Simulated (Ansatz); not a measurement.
Ag (dhcp (4H)): energy against volume

Computed with DFT, LDA (PW92), plane waves (420 eV) with PAW, scalar-relativistic in Ansatz 0.2.0. The PAW files were generated under PBE, with cores re-solved for the functional.

The cell is scaled uniformly from the relaxed one, with fractional coordinates and shape fixed. Energies are extrapolated to zero smearing, pressures are those at the given smearing. Magnetic state: spin not included.

A Birch-Murnaghan fit gives V₀ = 16.03 Å³/atom, B₀ = 138 GPa, B₀′ = 5.7.

**Question.** What are the energy above the minimum and the pressure at 14.086 Å³/atom?

**Answer.** 135.2 meV/atom and 25.68 GPa as computed.

**Question.** What are the energy above the minimum and the pressure at 16.647 Å³/atom?

**Answer.** 9.3 meV/atom and -4.65 GPa as computed.

**Question.** What are the energy above the minimum and the pressure at 17.928 Å³/atom?

**Answer.** 75.1 meV/atom and -11.19 GPa as computed.
